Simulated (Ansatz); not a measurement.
## Li2HfN2: computed property card

Li$_{2}$HfN$_{2}$:
```xyz
5
Lattice="3.2441 0.0000 0.0000 -1.6220 2.8094 0.0000 0.0000 0.0000 5.4232" Properties=species:S:1:pos:R:3 pbc="T T T"
Li     1.6220     0.9365     2.0792
Li     0.0000     1.8730     3.3439
Hf     0.0000     0.0000     0.0000
N      1.6220     0.9365     4.2216
N      0.0000     1.8730     1.2016
```

Space group P-3m1 (No. 164); conventional cell a = 3.2441 Å, b = 3.2441 Å, c = 5.4232 Å, α = 90.00°, β = 90.00°, γ = 120.00°.

Method: plane-wave PAW r²SCAN (Ansatz code). Structure relaxed to zero pressure with the same functional. Other levels are named where they apply.

Cell and energy:

```yaml
volume_per_atom: 9.89 Å³
density: 7.40 g/cm³
Formation energy from the elements (no fitted shifts): -130 kJ/mol-atom
```

Electronic structure:

```yaml
band_gap: 2.27 eV (indirect)
valence_band_maximum: at Γ
conduction_band_minimum: at L (3 equivalent valleys)
smallest_direct_gap_on_the_standard_path: 3.12 eV
electron_effective_mass: 0.29, 1.9, 3.8 mₑ (principal values)
Electron effective mass with spin–orbit coupling: 0.29, 1.9, 3.8 mₑ (principal values)
Hole effective mass, band 1 of 2 at the edge: 0.63 along x, 2.6 along z (mₑ)
Hole effective mass, band 2 of 2 at the edge: 0.24 along x, 2.6 along z (mₑ)
Hole effective mass with spin–orbit coupling: 0.34, 0.34, 2.6 mₑ (principal values)
HSE06 gap on the r²SCAN cell: 2.93 eV
Gap with spin–orbit coupling: 2.23 eV
```

Mechanics:

```yaml
Bulk modulus (Birch–Murnaghan fit): 133 GPa
Pressure derivative B′: 6.7
```

Charges:

```yaml
bader_charges: Li +0.85, Hf +2.36, N -2.03 e
```

The workflow started from a Materials Project entry (that database holds measured and hypothetical structures alike); the Crystallography Open Database copy checked does not list it. Its standing as an ambient phase is unchecked. The cell was relaxed with r²SCAN under the symmetry of its start; its stability against distortions is not shown here. No spin polarisation was allowed. The references are the lowest solids computed at this level, not always the standard phases (solids in place of the gases). Spin–orbit coupling is left out wherever it is not named.

Potentials: the later of the program's two PAW sets.
